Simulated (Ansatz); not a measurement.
Here is the system:

SnTePbSe:
```
CELL_PARAMETERS angstrom
      2.16975     1.25270     7.07786
     -2.16975     1.25270     7.07786
      0.00000    -2.50541     7.07786
ATOMIC_POSITIONS crystal
  Sn 0.49378 0.49378 0.49378
  Te 0.24764 0.24764 0.24764
  Pb 0.00523 0.00523 0.00523
  Se 0.75334 0.75334 0.75334
```

This is the LDA-relaxed structure. x, y and z are the axes in which the lattice vectors are written.

Problem. All from DFT-LDA in the program Ansatz with PAW potentials, unless another level is named. Estimate the valence-band maximum.

Solution. off the standard path, at k = (-0.008, 0.484, -0.497).

Problem. Next, the weight of the conduction-edge state by species (Voronoi cells)?

Solution. Pb 28 %, Sn 27 %, Te 23 %, Se 22 %.

Problem. Give the weight of the valence-edge state by species (Voronoi cells).

Solution. Sn 28 %, Pb 26 %, Se 25 %, Te 21 %.

Space group R3m. The first step of the workflow began from a Materials Project structure, measured or hypothetical; the Crystallography Open Database copy checked does not list it. With Sn and Pb taken as one species the cell has the higher symmetry R-3m, so it may be an ordered model of a mixed-site phase. Whether it is the stable phase at ambient conditions was not checked. The LDA relaxation kept the symmetry of its start; of distortions, only those at the zone centre were tested. Spin–orbit coupling is left out wherever it is not named.

Potentials: the later of the program's two PAW sets.
